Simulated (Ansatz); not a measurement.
## Sn (beta-Sn type, space group I4_1/amd): energy against volume

Sn (beta-Sn type, space group I4_1/amd)

```yaml
crystal:
  lattice:
    - [-2.94311, 2.94311, 1.59186]
    - [2.94311, -2.94311, 1.59186]
    - [2.94311, 2.94311, -1.59186]
  atoms:
    - { symbol: Sn, position: [0.75000, 0.25000, 0.50000] }
    - { symbol: Sn, position: [0.00000, 0.00000, 0.00000] }
```

This relaxed cell (volume V₀) is scaled evenly in all directions, its shape held. Symmetry pins the atoms to their sites.

Method: r2SCAN (plane waves to 500 eV, PAW, scalar-relativistic; Ansatz, an electronic-structure program). k mesh 17×17×17 (Γ-centred), Fermi-Dirac smearing 0.05 eV. E stands for the smeared free energy. Stress and pressure are positive under compression. With the shape held, the modulus is that of even scaling; a crystal free to change shape is softer. Sn was relaxed with its symmetry unable to fall. The zero of ΔE is the relaxed starting cell.

| V/V₀ | ΔE (kJ/mol of atoms) | P (GPa) |
|---|---|---|
| 0.840 | 16.1 | 14.4 |
| 0.880 | 8.2 | 9.4 |
| 0.920 | 3.3 | 5.5 |
| 0.960 | 0.8 | 2.4 |
| 1.000 | 0.0 | 0.0 |
| 1.040 | 0.7 | -1.9 |
| 1.080 | 2.5 | -3.5 |
| 1.120 | 5.2 | -4.7 |
| 1.160 | 8.6 | -5.6 |

Read from the data:

The pressure at the smallest volume is 14.4 GPa, the energy cost of the largest compression is 167 meV/atom and the energy cost of the largest expansion is 90 meV/atom. The bulk modulus at fixed cell shape B₀ (third-order Birch-Murnaghan fit) comes out as 54.1 GPa and the pressure derivative B₀′ (fit) comes out as 4.9. The equilibrium volume of the fit is 27.56 Å³/atom and the pressure for 5 % compression (fit) is 3.1 GPa.

(A scan under strain: stresses follow from slopes of the energy per volume, elastic moduli from its curvatures.)
